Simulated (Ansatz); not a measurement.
# Run record: phonons of ZnAg (Pm-3m)

Level of theory: PBEsol, PAW on Ansatz 0.2.0's default frozen-core files (fitted under PBE), scalar-relativistic.

The cell comes from a PAW relaxation under the same functional.

Launched as:

```sh
ansatz run input.yaml --threads 1 --pin off --max-ram 3072MiB --backend cpu --events-out ev --progress --plain --runs-dir out
```

Input:

```yaml
crystal:
  lattice:
    - [3.11836986635, 0.0, 0.0]
    - [0.0, 3.11836986635, 0.0]
    - [0.0, 0.0, 3.11836986635]
  atoms:
    - { symbol: Zn, position: [0.5, 0.5, 0.5] }
    - { symbol: Ag, position: [0.0, 0.0, 0.0] }
kpoints:
  mp_grid: { grid: [12, 12, 12] }
scf:
  occupations: { method: fermi_dirac, width: 0.1 }
hamiltonian:
  xc: pbesol
  pseudopotentials: { kind: paw }
phonons:
  qmesh: [2, 2, 2]
  qpath:
    path:
      - [0.0, 0.0, 0.0]
      - [0.0, 0.5, 0.0]
      - [0.5, 0.5, 0.0]
      - [0.0, 0.0, 0.0]
      - [0.5, 0.5, 0.5]
      - [0.0, 0.5, 0.0]
      - [0.5, 0.5, 0.5]
      - [0.5, 0.5, 0.0]
    npoints: 6
  temperatures: { t_min: 0, t_max: 1000, t_step: 100 }
```

Output:

```
Warning: RAYON_NUM_THREADS=1 ignored (pool sized by the plan → 1); use --threads N
Engine: ansatz 0.2.0, x86_64-unknown-linux-gnu
Pseudopotentials: kind: paw
Pseudopotential: Zn, paw, valence charge 12, recommended cutoff 420 eV (normal), Zn.paw.azcp
Pseudopotential: Ag, paw, valence charge 19, recommended cutoff 420 eV (normal), Ag.paw.azcp
Functional definition: PBEsol
  exchange = pbesol_x
  correlation = pbesol_c
Crystal: 4 atoms, lattice volume = 60.647 Å³
Basis set: ecut = 420 eV, 1205 PW (Γ), exchange–correlation on 48×48×90 points (8 copies of the dense FFT grid, shifted against one another)
Bands: 36, of which v1, the nominal top of the filled ones, is band 31 counted from 1 (30 counted from 0)
Symmetry: 32 space group operations
k-points: 112 of 864
Non-local potential: Zn, projectors of the file, l = 0: 2, l = 1: 2, l = 2: 3, l = 3: 1
Non-local potential: Ag, projectors of the file, l = 0: 3, l = 1: 2, l = 2: 2, l = 3: 1
PAW form: soft (Blöchl's): semilocal exchange-correlation on the pseudo side does not see the compensation charge
PAW frozen core: Zn, regenerated for the run's functional, and the local potential with it (the file was generated under x = pbe(κ = 0.804, μ = 0.2195149727645171), c = pbe(β = 0.06672455060314922))
PAW frozen core: Ag, regenerated for the run's functional, and the local potential with it (the file was generated under x = pbe(κ = 0.804, μ = 0.2195149727645171), c = pbe(β = 0.06672455060314922))
PAW one-centre angular grid: Zn, 590 points (default); XC on 64 Gauss nodes
PAW one-centre angular grid: Ag, 590 points (default); XC on 64 Gauss nodes
Initial density: handed on by an earlier stage of this run
Initial wavefunctions: those handed on with the density
Functional: x = pbesol(κ = 0.804, μ = 0.12345679012345678), c = pbesol(β = 0.046)
SCF iter   1: F=—  HF=-21606.580598 eV  |F-HF|=—  |Δ(HF+E_count)|=         —  Δρ=2.18e-7  dr2=1.72e-11  ethr=1.01e-12  ⟨swp⟩=4.4  Hψ=12446  notcnv=0
[... 121 lines left out ...]
  E_vpaw       = -1605.641410  (= ΣTr[D̂ρ^β])
  E_aug_tail   = -0.000196  (compensation charges beyond the density's cutoff)
  E_ewald      = -8304.987260
  E_core_change = 2.240188  (= ΣΔE_core)
  E_smearing   = -0.033512  (= −TS)
  E_closure    = 0.000000  (closes the sum)
  Σ components = -21606.580598   (vs F -21606.580598, Δ=0.00e0)
--- Forces (eV/Å), atoms counted from 1 ---
  atom   1  Zn     0.00000000     0.00000000     0.00000000
  atom   2  Ag     0.00000000     0.00000000     0.00000000
  atom   3  Zn     0.00000000     0.00000000     0.00000000
  atom   4  Ag    -0.00000000     0.00000000     0.00000000
  max |Σ_I F_I| component: 1.26e-29 eV/Å
--- Phonons: 8 displaced members + 3 references (amplitude of the first 0.0025 Å, Σ member SCF iterations 62) ---
  ASR residual: 7.037e-4 → 0.000e0 eV/Å²; symmetrization residual: 6.661e-5 eV/Å²
  largest component of a force at the reference: 1.6e-29 eV/Å
  ASR residual per site (eV/Å²): 3.57e-4 7.04e-4
  Γ frequencies (cm⁻¹): 0.00 0.00 0.00 160.74 160.74 160.74
--- Phonons (by wavevector): 4 wavevectors in 3 supercells ---
  supercell 1 (2 cells, vectors [1, 0, 0], [0, 1, 0], [0, 0, 2] in multiples of the cell's): 4 displaced members by 0.0025 Å; free energy -21606.580598 eV; taken off its force constants: by the sum rule 3.9e-5, by the ...
  symmetry images taken by strict's conditions (phonons.symmetry_images: auto; settled by no image being taken that strict refuses)
  supercell 2 (2 cells, vectors [1, 0, 0], [0, 1, -1], [0, 0, 2] in multiples of the cell's): 2 displaced members by 0.0025 Å; free energy -21606.580598 eV; taken off its force constants: by the sum rule 7.0e-4, by the ...
  symmetry images taken by strict's conditions (phonons.symmetry_images: auto; settled by no image being taken that strict refuses)
  supercell 3 (2 cells, vectors [0, 1, -1], [-1, 1, 0], [0, 0, 2] in multiples of the cell's): 2 displaced members by 0.0025 Å; free energy -21606.580598 eV; taken off its force constants: by the sum rule 4.2e-4, by the ...
  symmetry images taken by strict's conditions (phonons.symmetry_images: auto; settled by no image being taken that strict refuses)
  q = [0.0000, 0.0000, 0.0000] (star 1, supercell 1; hermiticity 0.00e0, symmetrization 2.77e-6): 0.00 0.00 0.00 160.74 160.74 160.74
  q = [0.0000, 0.0000, -0.5000] (star 3, supercell 1; hermiticity 9.28e-17, symmetrization 1.78e-16): 94.38 94.38 126.42 130.58 130.58 150.87
  q = [0.0000, -0.5000, -0.5000] (star 3, supercell 2; hermiticity 1.31e-16, symmetrization 7.14e-16): 23.69 23.69 105.47 135.87 188.28 188.28
  q = [-0.5000, -0.5000, -0.5000] (star 1, supercell 3; hermiticity 1.05e-16, symmetrization 7.90e-16): 113.69 113.69 113.69 141.39 141.39 141.39
  joined force constants: q→R imaginary residual 3.34e-17
  density of states and harmonic sums: on the 20×20×20 q-mesh, interpolated from the force constants of a 2×2×2 supercell (no non-analytic term)
  largest difference from the sums on the solved wave vectors: F 6.27e-2 eV, S 9.50e-5 and C_V 3.23e-5 eV/K
```

Self-consistency was reached.

**Phonons on the q mesh**

Harmonic phonons of a crystal by Kohn-Sham DFT at the given cell, standard atomic masses, acoustic sum rule imposed; negative wavenumbers are unstable modes; one row a degenerate set, branches counted upwards.

* Unstable phonons: no

| point | q a (r.l.u.) | q b (r.l.u.) | q c (r.l.u.) | branch | phonon wavenumber (cm⁻¹) | degeneracy |
| --- | --- | --- | --- | --- | --- | --- |
| Gamma | 0 | 0 | 0 | 4 | 160.7 | 3 |
| X | 0.5 | 0 | 0 | 1 | 94.4 | 2 |
| X | 0.5 | 0 | 0 | 3 | 126.4 | 1 |
| X | 0.5 | 0 | 0 | 4 | 130.6 | 2 |
| X | 0.5 | 0 | 0 | 6 | 150.9 | 1 |
| M | 0.5 | 0.5 | 0 | 1 | 23.7 | 2 |
| M | 0.5 | 0.5 | 0 | 3 | 105.5 | 1 |
| M | 0.5 | 0.5 | 0 | 4 | 135.9 | 1 |
| M | 0.5 | 0.5 | 0 | 5 | 188.3 | 2 |
| R | 0.5 | 0.5 | 0.5 | 1 | 113.7 | 3 |
| R | 0.5 | 0.5 | 0.5 | 4 | 141.4 | 3 |

### Zone-centre phonons

Optical zone-centre levels upwards with Mulliken labels, activity, and the element with most of the kinetic energy.

| Item | Value |
| --- | --- |
| Point group | m-3m |

```
number  phonon wavenumber (cm⁻¹)  label  infrared  raman  lead element
     1                     160.7    T1u       yes     no            Zn
```

Harmonic thermodynamics:

Sums over wave vectors interpolated from the q mesh.

| Property | Result |
| --- | --- |
| Zero point energy | 21.64 meV/atom |

```
temperature (K)  phonon heat capacity (k_B/atom)  phonon entropy (k_B/atom)  phonon free energy (meV/atom)
            100                            2.344                      2.131                             14
            200                            2.808                      3.945                         -12.85
            300                            2.912                      5.107                         -52.16
            400                             2.95                      5.951                         -99.97
            500                            2.968                      6.611                         -154.2
            600                            2.977                      7.153                         -213.6
            700                            2.983                      7.612                         -277.2
            800                            2.987                      8.011                         -344.6
            900                             2.99                      8.363                         -415.2
           1000                            2.992                      8.678                         -488.6
```

Known limits: frozen-core PAW files fitted under PBE, their cores solved anew for the functional of the run; responses of metals move with mesh and smearing; a very soft zone-boundary mode, near an instability or sensitive to the mesh; activity by symmetry alone, a metal screens infrared modes; coarse q mesh.

It took 2 min on 1 thread of Intel(R) Xeon(R) 6975P-C (Granite Rapids), with other jobs on the host, peak memory 0.78 GiB.
